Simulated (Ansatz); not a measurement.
Given:

GaRu₃C (anti-perovskite, Pm-3m), a = 3.996 Å, b = 3.996 Å, c = 3.996 Å, α = 90.00°, β = 90.00°, γ = 90.00°.

This is the r²SCAN-relaxed structure.

**Question.** All from r²SCAN (plane waves, PAW; program Ansatz), unless another level is named. Give the electronic character.

**Answer.** metallic (no gap).

**Question.** Give the density of states at the Fermi level.

**Answer.** 0.92 states/eV per atom (mean over ±0.08 eV).

**Question.** Predict the formation energy from the elements (no fitted shifts).

**Answer.** 0.071 eV/atom.

**Question.** Give the gap with spin–orbit coupling.

**Answer.** none (metallic).

The start of the workflow was typed in or built on a structure type; neither database checked (COD, Materials Project) lists it. Its standing as an ambient phase is unchecked. The cell was relaxed with r²SCAN under the symmetry of its start; whether a distortion lowers the energy is not shown. The run is not spin-polarised. The references are the lowest solids computed at this level, not always the standard phases. Scalar-relativistic: spin–orbit coupling is off unless named, which matters more the heavier the elements.

Potentials: the later of the program's two PAW sets.
